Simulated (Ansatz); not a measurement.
Steps from a short run of molecular dynamics on a 2×2×1 supercell (16 atoms) of CdSe (wurtzite), relaxed with r2SCAN; forces from PBE in Ansatz 0.2.0, 3×3×2 mesh, Fermi-Dirac smearing of 0.039 eV, a Langevin thermostat at fixed volume, set at 450 K. Computed, non-magnetic; the trajectory is short and the cell small, so nothing here is a converged average.

Cell vectors in Å:
```
 8.6814  0.0000  0.0000
-4.3407  7.5184  0.0000
 0.0000  0.0000  7.0766
```

Question: At 6 fs the positions in Å are
```
Cd  -0.002   2.505   0.010
Cd   2.168   1.262   3.545
Se  -0.024   2.493   2.643
Se   2.158   1.266   6.185
Cd  -2.173   6.277   0.004
Cd   0.012   5.012   3.527
Se  -2.169   6.257   2.648
Se   0.009   5.004   6.198
Cd   4.365   2.497  -0.006
Cd   6.526   1.256   3.544
Se   4.334   2.496   2.642
Se   6.517   1.244   6.215
Cd   2.157   6.262  -0.007
Cd   4.348   5.029   3.519
Se   2.171   6.274   2.660
Se   4.324   4.997   6.202
```
What are the forces, and how far does the free energy (smearing included) lie above that of step 0, with the atoms on their sites?

Answer: 1.2 meV an atom; forces in eV/Å:
```
Cd   0.004   0.013  -0.081
Cd  -0.031  -0.047  -0.098
Se   0.177   0.103   0.125
Se   0.092  -0.055   0.090
Cd  -0.030  -0.055  -0.130
Cd  -0.033  -0.045   0.039
Se   0.069   0.102   0.080
Se  -0.151   0.032  -0.062
Cd  -0.126  -0.006  -0.020
Cd  -0.175  -0.008   0.059
Se   0.055   0.059   0.124
Se   0.025   0.008  -0.145
Cd   0.061  -0.033   0.055
Cd  -0.048  -0.139   0.088
Se  -0.006  -0.025  -0.035
Se   0.118   0.094  -0.091
```

Question: At 18 fs the positions in Å are
```
Cd  -0.009   2.504   0.040
Cd   2.161   1.282   3.553
Se  -0.063   2.467   2.614
Se   2.152   1.293   6.165
Cd  -2.177   6.299   0.012
Cd   0.034   5.011   3.514
Se  -2.169   6.244   2.626
Se   0.016   4.987   6.212
Cd   4.409   2.480  -0.013
Cd   6.547   1.259   3.567
Se   4.330   2.472   2.621
Se   6.529   1.231   6.248
Cd   2.139   6.256  -0.019
Cd   4.371   5.055   3.490
Se   2.181   6.286   2.657
Se   4.287   4.948   6.226
```
What are the forces, and how far does the free energy (smearing included) lie above that of step 0, with the atoms on their sites?

Answer: 9.5 meV an atom; forces in eV/Å:
```
Cd   0.079   0.008  -0.334
Cd  -0.055  -0.122  -0.245
Se   0.462   0.302   0.445
Se   0.122  -0.175   0.246
Cd  -0.124  -0.127  -0.369
Cd  -0.077  -0.102   0.103
Se   0.242   0.263   0.254
Se  -0.342   0.091  -0.225
Cd  -0.335  -0.062   0.023
Cd  -0.443  -0.074   0.140
Se   0.103   0.166   0.302
Se   0.117  -0.028  -0.387
Cd   0.136  -0.102   0.129
Cd  -0.191  -0.378   0.274
Se  -0.037  -0.071  -0.014
Se   0.345   0.411  -0.342
```

Question: At 30 fs the positions in Å are
```
Cd  -0.027   2.505   0.066
Cd   2.151   1.289   3.554
Se  -0.085   2.439   2.583
Se   2.152   1.316   6.165
Cd  -2.180   6.312   0.015
Cd   0.049   5.025   3.506
Se  -2.174   6.219   2.593
Se   0.001   4.981   6.213
Cd   4.450   2.458  -0.026
Cd   6.559   1.252   3.593
Se   4.351   2.445   2.621
Se   6.541   1.239   6.271
Cd   2.117   6.253  -0.035
Cd   4.394   5.079   3.470
Se   2.202   6.296   2.650
Se   4.251   4.895   6.248
```
What are the forces, and how far does the free energy (smearing included) lie above that of step 0, with the atoms on their sites?

Answer: 22.7 meV an atom; forces in eV/Å:
```
Cd   0.255   0.050  -0.638
Cd   0.001  -0.153  -0.290
Se   0.611   0.481   0.877
Se   0.073  -0.270   0.241
Cd  -0.248  -0.136  -0.606
Cd  -0.075  -0.200   0.082
Se   0.451   0.445   0.469
Se  -0.370   0.103  -0.309
Cd  -0.578  -0.079   0.218
Cd  -0.530  -0.078   0.160
Se  -0.001   0.246   0.311
Se   0.231  -0.272  -0.577
Cd   0.203  -0.129   0.162
Cd  -0.354  -0.633   0.436
Se  -0.135  -0.144  -0.008
Se   0.467   0.770  -0.531
```

Question: At 36 fs the positions in Å are
```
Cd  -0.034   2.512   0.067
Cd   2.147   1.293   3.546
Se  -0.093   2.419   2.572
Se   2.150   1.329   6.172
Cd  -2.179   6.312   0.007
Cd   0.055   5.032   3.506
Se  -2.166   6.212   2.570
Se  -0.013   4.982   6.208
Cd   4.468   2.446  -0.035
Cd   6.564   1.251   3.601
Se   4.368   2.434   2.624
Se   6.555   1.239   6.277
Cd   2.104   6.246  -0.044
Cd   4.401   5.081   3.466
Se   2.212   6.297   2.645
Se   4.235   4.871   6.259
```
What are the forces, and how far does the free energy (smearing included) lie above that of step 0, with the atoms on their sites?

Answer: 28.7 meV an atom; forces in eV/Å:
```
Cd   0.327   0.071  -0.672
Cd   0.045  -0.165  -0.243
Se   0.697   0.604   0.969
Se   0.081  -0.330   0.149
Cd  -0.328  -0.098  -0.687
Cd  -0.068  -0.254   0.032
Se   0.434   0.460   0.617
Se  -0.344   0.091  -0.334
Cd  -0.650  -0.105   0.312
Cd  -0.567  -0.124   0.185
Se  -0.081   0.273   0.273
Se   0.217  -0.389  -0.636
Cd   0.238  -0.109   0.191
Cd  -0.345  -0.667   0.458
Se  -0.167  -0.170  -0.004
Se   0.510   0.911  -0.612
```

Question: At 54 fs the positions in Å are
```
Cd  -0.035   2.531   0.059
Cd   2.134   1.310   3.519
Se  -0.102   2.380   2.544
Se   2.136   1.367   6.186
Cd  -2.179   6.323  -0.024
Cd   0.084   5.018   3.537
Se  -2.126   6.226   2.538
Se  -0.065   4.998   6.185
Cd   4.508   2.410  -0.040
Cd   6.572   1.258   3.627
Se   4.401   2.421   2.639
Se   6.600   1.245   6.262
Cd   2.078   6.209  -0.067
Cd   4.415   5.070   3.464
Se   2.236   6.274   2.653
Se   4.190   4.831   6.278
```
What are the forces, and how far does the free energy (smearing included) lie above that of step 0, with the atoms on their sites?

Answer: 38.1 meV an atom; forces in eV/Å:
```
Cd   0.395   0.178  -0.684
Cd   0.159  -0.216  -0.090
Se   0.732   0.774   1.108
Se   0.222  -0.468  -0.084
Cd  -0.576   0.018  -0.614
Cd  -0.136  -0.250  -0.248
Se   0.272   0.298   0.799
Se  -0.181   0.001  -0.216
Cd  -0.737  -0.081   0.406
Cd  -0.573  -0.295   0.062
Se  -0.200   0.291   0.162
Se   0.058  -0.686  -0.507
Cd   0.252   0.070   0.308
Cd  -0.111  -0.594   0.412
Se  -0.263  -0.035  -0.108
Se   0.687   0.995  -0.708
```

Question: At 60 fs the positions in Å are
```
Cd  -0.027   2.537   0.057
Cd   2.137   1.317   3.512
Se  -0.095   2.380   2.541
Se   2.125   1.382   6.187
Cd  -2.184   6.332  -0.029
Cd   0.098   5.000   3.551
Se  -2.112   6.239   2.538
Se  -0.086   5.007   6.174
Cd   4.511   2.394  -0.038
Cd   6.573   1.254   3.632
Se   4.408   2.416   2.653
Se   6.615   1.240   6.243
Cd   2.078   6.196  -0.066
Cd   4.422   5.065   3.470
Se   2.238   6.260   2.652
Se   4.183   4.819   6.277
```
What are the forces, and how far does the free energy (smearing included) lie above that of step 0, with the atoms on their sites?

Answer: 37.5 meV an atom; forces in eV/Å:
```
Cd   0.299   0.222  -0.664
Cd   0.155  -0.246  -0.043
Se   0.647   0.747   1.103
Se   0.315  -0.531  -0.140
Cd  -0.635   0.042  -0.550
Cd  -0.180  -0.205  -0.362
Se   0.222   0.214   0.794
Se  -0.085  -0.030  -0.098
Cd  -0.673  -0.085   0.413
Cd  -0.514  -0.320  -0.057
Se  -0.178   0.316   0.060
Se  -0.009  -0.675  -0.316
Cd   0.205   0.099   0.292
Cd  -0.048  -0.538   0.371
Se  -0.244   0.015  -0.112
Se   0.723   0.975  -0.690
```
